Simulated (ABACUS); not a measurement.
# Convergence series on C (P6_3/mmc, 4 atoms in the cell; from Materials Project mp-48)

```xyz
4
Lattice="2.4673 0.0000 0.0000 -1.2336 2.1367 0.0000 0.0000 0.0000 7.8031" Properties=species:S:1:pos:R:3 pbc="T T T"
C      0.0000     0.0000     1.9508
C      0.0000     0.0000     5.8523
C      0.0000     1.4245     1.9508
C      1.2336     0.7122     5.8523
```

All values come from this method and carry its errors: PBE, numerical atomic orbitals DZP (confined pseudo-atomic orbitals; energy shift 0.01 Ry), PseudoDojo 0.5 standard norm-conserving PBE (tails mended) pseudopotentials (ABACUS).

The atom-centred basis is finite, which shifts total energies and pressures against plane waves. The structure comes from a collection of computed structures, made at another level of theory; the collection holds predicted forms beside known ones.

Held fixed: basis = DZP numerical atomic orbitals, energy shift 0.01 Ry; KPT = Gamma 10 10 3 0 0 0; basis_type = lcao; dft_functional = PBE; smearing_method = gaussian; smearing_sigma = 0.0199916 Ry; potentials = PseudoDojo 0.5 standard norm-conserving PBE (tails mended); symmetry = 1; symmetry_prec = 1e-05; ks_solver = genelpa; scf_nmax = 100; scf_thr = 1.0e-07; mixing_type = pulay; mixing_beta = 0.4.

ΔF is the free energy per atom less that of the last row (200 Ry).

| ecutwfc | ΔF (meV/atom) | pressure (GPa) |
|---|---|---|
| 20 Ry | -5.3 | 7.37 |
| 30 Ry | -1.01 | 7.30 |
| 40 Ry | -0.06 | 7.07 |
| 50 Ry | 0.01 | 7.08 |
| 60 Ry | 0.03 | 7.08 |
| 70 Ry | 0.03 | 7.07 |
| 80 Ry | -0.02 | 7.12 |
| 90 Ry | -0.01 | 7.10 |
| 100 Ry | -0.01 | 7.10 |
| 115 Ry | 0.00 | 7.09 |
| 130 Ry | 0.01 | 7.08 |
| 150 Ry | 0.00 | 7.09 |
| 175 Ry | 0.00 | 7.09 |
| 200 Ry | 0.00 | 7.09 |

The atomic orbitals were generated for these runs; they are not ABACUS's published sets and were checked against plane waves on a few crystals only.

“Tails mended”: in these copies of the files the far tail of each local potential was reset to the Coulomb form.
